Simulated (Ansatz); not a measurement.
MgSe (zinc blende, space group No. 216), LDA in the plane-wave PAW code Ansatz. The conduction-band minimum lies at Γ, with 1 equivalent valley. Second derivatives d²E/dk² of the lowest band at one valley (eV·Å²), along Cartesian directions:

| direction | d²E/dk² |
|---|---|
| [100] | 42.15 |
| [010] | 42.15 |
| [001] | 42.15 |
| [110] | 42.13 |
| [101] | 42.13 |
| [011] | 42.13 |

Problem. Find the principal effective masses, the density-of-states mass and the conductivity mass.

Solution. Off-diagonal terms follow from H_xy = H[110] − (H_xx + H_yy)/2, and m*/mₑ = 7.620 eV·Å² over each eigenvalue: 0.18, 0.18, 0.18. One valley's DOS mass (m₁m₂m₃)^(1/3) = 0.18, conductivity mass 3/(Σ 1/mᵢ) = 0.18 mₑ.

Problem. What effective density of states Nc follows at 300 K for parabolic valleys?

Solution. Nc = 2.509e19 × 1 × (0.18)^(3/2) ≈ 1.9e18 cm⁻³.

Space group F-43m (zinc blende). The first step of the workflow began from a Materials Project structure, measured or hypothetical; the Crystallography Open Database copy checked does not list it. COD files the formula under space group No. 225. Whether it is the stable phase at ambient conditions was not checked. The LDA relaxation kept the symmetry of its start; its stability against distortions is not shown here. Scalar-relativistic: spin–orbit coupling is off unless named, which matters more the heavier the elements.

Potentials: the later of the program's two PAW sets.

Edges and masses are those of Kohn–Sham bands, whose gap is no quasiparticle gap.
